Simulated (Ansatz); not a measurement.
Sr2GaSbO6:
```
Sr2GaSbO6
1.0
    0.00000     3.93611     3.93611
    3.93611     0.00000     3.93611
    3.93611     3.93611     0.00000
Sr Ga Sb O
2 1 1 6
Direct
  0.25000   0.25000   0.25000
  0.75000   0.75000   0.75000
  0.00000   0.00000   0.00000
  0.50000   0.50000   0.50000
  0.75048   0.24952   0.75048
  0.24952   0.75048   0.24952
  0.75048   0.24952   0.24952
  0.24952   0.75048   0.75048
  0.75048   0.75048   0.24952
  0.24952   0.24952   0.75048
```

The program Ansatz at the PBEsol level (PAW) gives a gap of 1.12 eV without spin–orbit coupling, maximum at Γ, minimum at Γ.

### Question
What happens when spin–orbit coupling is switched on?

### Answer
The gap stays essentially unchanged, to 1.12 eV; maximum at Γ, minimum at Γ.

### Question
How large is the spin–orbit splitting of the valence top at Γ?

### Answer
The fourfold level lies 0.02 eV above the split-off pair.

### Question
Give the electron effective mass with spin–orbit coupling.

### Answer
0.20 mₑ (isotropic).

### Question
Give the hole effective mass with spin–orbit coupling, band 1 of 2 at the edge.

### Answer
1.8 along [100], 1.4 along [110], 1.3 along [111] (mₑ).

### Question
Give the hole effective mass with spin–orbit coupling, band 2 of 2 at the edge.

### Answer
0.65 along [100], 0.72 along [110], 0.75 along [111] (mₑ).

Space group Fm-3m. The workflow started from a Materials Project entry (that database holds measured and hypothetical structures alike); the Crystallography Open Database copy checked does not list it. Its standing as an ambient phase is unchecked. Symmetry was held in the PBEsol relaxation; whether a distortion lowers the energy is not shown.

Potentials: the later of the program's two PAW sets.
